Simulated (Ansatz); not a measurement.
**Si$_{2}$W: two-dimensional strain map**

Theory: DFT r2SCAN, scalar-relativistic, plane waves, PAW (Ansatz). Settings: plane waves to 500 eV, k-mesh 12×12×6 (Γ-centred), Gaussian smearing 0.03 eV. Spin–orbit coupling is left out, which matters for the heavy elements here. No spin polarisation. Energies are free energies at this smearing, counted from the undisturbed cell; pressure is positive in compression.

Zero of the scan (relaxed at this level; this form isn't the usual structure):

```
Si W
1.0
     4.57969    0.00000    0.00000
    -2.28984    3.96613    0.00000
     0.00000    0.00000    6.60915
Si W
6 3
Cartesian
  2.2898 2.6684 3.3046
  -1.1660 3.3173 5.5076
  1.1660 3.3173 1.1015
  0.0000 1.2977 3.3046
  3.4559 0.6488 5.5076
  1.1238 0.6488 1.1015
  -1.1449 1.9831 1.1015
  1.1449 1.9831 5.5076
  2.2898 0.0000 3.3046
```

The cell is strained by p along both x and y and by q along z, fractional coordinates fixed. Points are written (p, q).

Energy above the undisturbed cell in meV/atom (a dash: not computed):

```csv
p \ q,-0.080,-0.040,0.000,0.040,0.080
-0.080,753.2,520.1,390.6,336.1,335.9
-0.040,337.4,–,84.1,–,104.4
0.000,154.6,34.1,0.0,26.4,92.8
0.040,131.9,–,63.6,–,221.9
0.080,216.2,–,222.6,–,436.8
```

Pressure in GPa:

```
 p \ q  -0.080  -0.040  0.000  0.040  0.080
-0.080   101.7    77.6   59.3   45.5   35.2
-0.040    57.5       –   23.4      –    4.7
 0.000    27.5    11.7    0.0   -8.5  -14.6
 0.040     7.3       –  -14.8      –  -26.1
 0.080    -5.9       –  -23.8      –  -32.5
```

Gap on the k-mesh in eV:

```
 p \ q  -0.080  -0.040  0.000  0.040  0.080
-0.080    0.00    0.15   0.47   0.73   0.64
-0.040    0.00       –   0.27      –   0.65
 0.000    0.06    0.04   0.12   0.31   0.52
 0.040    0.02       –   0.09      –   0.20
 0.080    0.00       –   0.08      –   0.00
```

Where the gap reads zero the k-mesh, chosen for the insulator, is on the coarse side.